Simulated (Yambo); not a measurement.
```xyz
4
Lattice="3.1679 0.0000 0.0000 -1.5839 2.7435 0.0000 0.0000 0.0000 5.1608" Properties=species:S:1:pos:R:3 pbc="T T T"
N      1.5839     0.9145     4.5199
N      0.0000     1.8290     1.9395
Ga     1.5839     0.9145     2.5762
Ga     0.0000     1.8290     5.1565
```

GaN (wurtzite, space group P6_3mc, No. 186) under isotropic strain of -0.5 % on all lattice vectors: mean Im ε in 1 eV windows above the direct gap of 3.05 eV, for different electron-hole kernels (Yambo, broadening 0.15 eV, PBE (stringent potentials; pw.x of Quantum ESPRESSO, ONCV potentials, without SOC) bands; 9×9×6 mesh, 5 valence and 2 conduction bands, static screening with 42 bands and a 4 Ry block, scissor 0.98 eV, Tamm-Dancoff; field along x).

| window (eV) | independent quasiparticles | BSE |
|---|---|---|
| 3.0 to 4.0 | 0.9 | 1.7 |
| 4.0 to 5.0 | 1.4 | 2.1 |
| 5.0 to 6.0 | 2.1 | 4.0 |
| 6.0 to 7.0 | 3.9 | 7.5 |
| 7.0 to 8.0 | 6.6 | 5.5 |

This run doesn't resolve bound excitons or single peaks, so only averages are given, and they too depend on the mesh; weight that the attraction moves below the gap isn't listed. All transitions below 8.16 eV are in the band window. The scissor comes from a G0W0 run whose convergence isn't established.

Spin-orbit splittings are left out.

Geometry strained from the cell relaxed with PBEsol, atoms relaxed again.
